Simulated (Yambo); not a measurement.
Yambo run on WS2 (space group P6_3/mmc, No. 194). The wavefunctions are norm-conserving PBE (Quantum ESPRESSO, 74 Ry, scalar-relativistic) ones on a 6×6×1 mesh (26 occupied bands); a = 3.1538 Å, b = 3.1538 Å, c = 12.1383 Å, α = 90.00°, β = 90.00°, γ = 120.00°.

Yambo input:

```
rim_cut
gw0
dyson
el_el_corr
HF_and_locXC
ppa
em1d
RandQpts= 1000000
RandGvec= 1 Ry
EXXRLvcs= 74 Ry
VXCRLvcs= 296 Ry
Chimod= "HARTREE"
% BndsRnXp
 3 | 92 |
%
NGsBlkXp= 6 Ry
% LongDrXp
 1.0 | 1.0 | 1.0 |
%
PPAPntXp= 27.2114 eV
% GbndRnge
 1 | 92 |
%
GTermKind= "none"
DysSolver= "n"
ExtendOut
% QPkrange
 1 | 1 | 26 | 26 |
 5 | 5 | 27 | 27 |
 7 | 7 | 26 | 27 |
%
```

k points by index: 1 = Γ, 5 = (0.167, 0.167, 0), 7 = K.

The o-*.qp file then holds:

```
#    K-point    Band    Eo [eV]    E [eV]    E-Eo [eV]    Vxc [eV]    Vnlxc [eV]    Sc|Eo [eV]    Sc|E [eV]    dSc/dw|Eo [eV]    Re(Z)    Im(Z)
#
    1    26    0.000000    0.625140    0.625140    -15.61420    -15.96631    1.136322    0.977257    -6.924198    0.797154    -0.001255
    5    27    0.891908    1.811171    0.919262    -14.26618    -10.24151    -2.881398    -3.105408    -6.630372    0.804075    -0.001229
    7    26    -0.566607    0.063860    0.630468    -15.43522    -15.83557    1.190221    1.030815    -6.880434    0.798177    -0.001261
    7    27    1.264751    2.519979    1.255229    -16.36490    -12.00530    -2.792388    -3.104372    -6.762856    0.800940    -0.001263
```
(The two width columns are left out.) Convergence of these settings isn't established.

Spin-orbit coupling is not included.

Geometry relaxed with PBE+D3(BJ).
